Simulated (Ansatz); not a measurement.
ZrB2 in space group P6/mmm (No. 191; Zr on 1a, B on 2d), a = b = 3.1327 Å, c = 3.4887 Å, α = β = 90.00°, γ = 120.00°.

Relaxed with LDA.

Question: Decompose the optical modes at the zone centre into irreducible representations, and say which are infrared and Raman allowed.

Answer: Point group 6/mmm: Γ_opt = A2u + B1g + E1u + E2g. Infrared: A2u, E1u. Raman: E2g.

Question: Assign frequencies (DFPT, plane-wave PAW LDA (Ansatz code)).

Answer: E1u 468, A2u 488, B1g 579, E2g 796 cm⁻¹.

Subscripts of B labels follow the axes of the standard setting.

The LDA relaxation kept the symmetry of its start; of distortions, only those at the zone centre were tested. The run is not spin-polarised. As this level gives no gap, phonon frequencies hold no LO–TO term and depend on the k-mesh and smearing (Fermi–Dirac, 0.1 eV here).

Potentials: the later of the program's two PAW sets.
